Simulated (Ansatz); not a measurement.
BaTiO₃:
```
CELL_PARAMETERS angstrom
      0.00000     2.85787    -2.87395
      0.00000     2.85787     2.87395
      3.96422     0.00000     0.00000
ATOMIC_POSITIONS crystal
  Ba 0.99503 0.00497 0.00000
  Ti 0.47951 0.52049 0.50000
  O  0.50935 0.97682 0.50000
  O  0.02318 0.49065 0.50000
  O  0.51304 0.48696 0.00000
```

Relaxed with r²SCAN. Independent-particle spectrum: no excitons, no local fields, no scissors shift; 0.1 eV broadening; ε₁ of the summed bands alone.

Tabulate the dielectric function from r²SCAN (plane waves, PAW; program Ansatz).



```
E (eV)  ε₁ xx  ε₂ xx  ε₁ yy  ε₂ yy  ε₁ zz  ε₂ zz
------  -----  -----  -----  -----  -----  -----
0.0      5.30   0.00   5.29   0.00   4.92   0.00
0.3      5.31   0.00   5.30   0.00   4.93   0.00
0.6      5.35   0.00   5.33   0.00   4.96   0.00
0.9      5.41   0.00   5.39   0.00   5.01   0.00
1.2      5.51   0.00   5.47   0.00   5.08   0.00
1.5      5.64   0.00   5.59   0.00   5.17   0.00
1.8      5.83   0.00   5.74   0.00   5.30   0.00
2.1      6.08   0.00   5.95   0.00   5.47   0.00
2.4      6.44   0.00   6.23   0.00   5.69   0.00
2.7      7.00   0.00   6.63   0.00   6.01   0.00
3.0      8.13   0.03   7.31   0.01   6.52   0.00
3.3      9.91   2.06   8.39   0.56   7.55   0.28
3.6      9.12   5.03   9.20   1.89   8.14   1.64
3.9      7.48   5.06   9.50   3.17   8.15   2.56
4.2      7.57   5.96  10.35   5.34   8.57   3.84
4.5      6.53   8.69   8.61   8.81   8.33   6.45
4.8      0.57   9.08   3.42  10.62   3.73   8.42
5.1     -0.69   3.81  -1.04   7.13   1.60   4.97
5.4      1.85   2.66   1.42   3.33   3.04   3.49
5.7      2.28   3.09   2.33   3.64   3.25   3.92
6.0      2.37   2.69   2.46   3.51   2.91   3.65
6.3      2.75   2.64   2.54   3.55   3.07   3.53
6.6      3.02   2.63   2.33   2.75   2.77   3.04
6.9      3.55   2.59   4.31   3.74   4.32   3.78
7.2      3.66   4.05   3.20   3.77   3.53   3.75
7.5      2.81   4.19   2.79   4.75   2.96   5.01
7.8      2.29   4.17   2.14   4.39   2.21   4.51
8.1      1.63   3.54   1.49   3.72   1.32   3.91
8.4      2.23   2.69   2.23   3.18   1.98   3.02
8.7      2.86   3.36   2.80   3.98   2.84   3.41
9.0      2.89   4.16   2.32   4.57   2.62   4.45
9.3      2.10   4.72   1.62   4.52   1.94   4.51
9.6      0.88   4.34   1.04   4.70   1.16   4.75
9.9      0.55   3.72   0.49   4.27   0.63   4.13
10.2     1.26   3.28   0.46   3.96   0.72   3.92
10.5     1.48   3.88   0.23   3.82   0.63   3.72
10.8     0.40   4.32   0.29   3.47   0.38   3.88
11.1     0.16   4.45   0.26   3.84   0.23   4.21
11.4    -0.33   3.12  -0.13   3.08  -0.28   3.27
11.7    -0.57   3.46  -0.40   3.50  -0.64   3.17
12.0    -0.70   2.66  -0.82   2.92  -0.67   2.67
```

From ε at 3.3 eV (xx: 9.91 + 2.06i), find n, k, the normal reflectivity and the absorption coefficient.

n = 3.16, k = 0.325, R = 27 %, α = 2kE/ħc = 110000 cm⁻¹.

With all bands, ε∞ without local fields is 5.61 (xx), 5.60 (yy), 5.24 (zz). DFPT, with local fields, gives 5.59 (xx), 5.37 (yy), 4.93 (zz).

Space group Amm2. This is a known low-temperature phase of the composition, computed here at zero pressure and temperature. The cell was relaxed with r²SCAN under the symmetry of its start. At this level the phase is dynamically unstable (imaginary phonons). No spin polarisation was allowed. Scalar-relativistic: spin–orbit coupling is off unless named, which matters more the heavier the elements.

Potentials: the earlier of the program's two PAW sets.
